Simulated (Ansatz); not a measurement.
ZnCdSe2:
```
ZnCdSe2
1.0
    4.07189     0.00000     0.00000
   -2.03594     3.52636     0.00000
    0.00000     0.00000     6.75486
Zn Cd Se
1 1 2
Direct
  0.00000   0.00000   0.00135
  0.66667   0.33333   0.49279
  0.66667   0.33333   0.10927
  0.00000   0.00000   0.64459
```

Relaxed with LDA.

### Question
Which orbitals make up the states near the band edges in LDA (plane waves, PAW; program Ansatz)?

### Answer
Top 1 eV of the valence band: Se 4p 90 %. Bottom 1 eV of the conduction band: Zn 4s 35 %, Se 4p 23 %, Se 4s 19 %, Cd 5s 18 %. Projections are on Löwdin-orthogonalised atomic valence shells; empty p or d shells of many metals are not among them.

### Question
Tabulate the density of states.

### Answer
States/eV per cell of 4 atoms, in 0.25 eV bins, energy from the valence-band maximum.

```
E (eV)  total  Se 4p  Zn 3d  Cd 4d
------  -----  -----  -----  -----
-7.85   20.70   0.49   0.23  19.78
-7.60    4.75   0.15   0.23   4.12
-7.35    0.00   0.00   0.00   0.00
-7.10    0.00   0.00   0.00   0.00
-6.85   14.76   0.85  13.68   0.11
-6.60   21.55   0.44  20.55   0.32
-6.35    3.68   0.06   3.37   0.10
-6.10    0.00   0.00   0.00   0.00
-5.85    0.00   0.00   0.00   0.00
-5.60    0.00   0.00   0.00   0.00
-5.35    0.03   0.02   0.00   0.00
-5.10    2.49   1.52   0.08   0.07
-4.85    3.23   1.92   0.13   0.06
-4.60    1.62   0.96   0.09   0.04
-4.35    2.05   1.23   0.10   0.06
-4.10    2.02   1.22   0.09   0.07
-3.85    1.20   0.73   0.06   0.05
-3.60    1.12   0.76   0.05   0.03
-3.35    1.55   1.21   0.06   0.03
-3.10    2.17   1.76   0.07   0.05
-2.85    1.91   1.57   0.06   0.05
-2.60    2.51   2.13   0.07   0.06
-2.35    3.14   2.72   0.09   0.07
-2.10    2.95   2.58   0.09   0.07
-1.85    3.36   2.94   0.10   0.09
-1.60    4.11   3.61   0.12   0.11
-1.35    4.34   3.86   0.11   0.13
-1.10    3.32   2.95   0.09   0.11
-0.85    2.09   1.86   0.05   0.08
-0.60    1.45   1.30   0.03   0.06
-0.35    1.03   0.93   0.02   0.05
-0.10    0.31   0.28   0.01   0.02
0.15     0.00   0.00   0.00   0.00
0.40     0.00   0.00   0.00   0.00
0.65     0.00   0.00   0.00   0.00
0.90     0.01   0.00   0.00   0.00
1.15     0.02   0.00   0.00   0.00
1.40     0.05   0.01   0.00   0.00
1.65     0.08   0.02   0.00   0.00
1.90     0.14   0.04   0.00   0.00
2.15     0.23   0.06   0.00   0.00
2.40     0.75   0.16   0.00   0.00
2.65     1.58   0.34   0.00   0.00
2.90     2.24   0.48   0.00   0.00
3.15     2.70   0.58   0.00   0.00
3.40     2.74   0.62   0.00   0.00
3.65     2.44   0.52   0.00   0.00
3.90     1.49   0.33   0.00   0.00
4.15     1.18   0.28   0.00   0.00
4.40     1.18   0.19   0.00   0.00
4.65     3.02   0.37   0.00   0.00
4.90     3.52   0.39   0.00   0.00
5.15     1.10   0.08   0.00   0.00
5.40     3.19   0.29   0.00   0.01
```

Space group P3m1. The workflow started from a Materials Project entry (that database holds measured and hypothetical structures alike); the Crystallography Open Database copy checked does not list it. Its standing as an ambient phase is unchecked. The cell was relaxed with LDA under the symmetry of its start; of distortions, only those at the zone centre were tested. Scalar-relativistic: spin–orbit coupling is off unless named, which matters more the heavier the elements.

Potentials: the later of the program's two PAW sets.
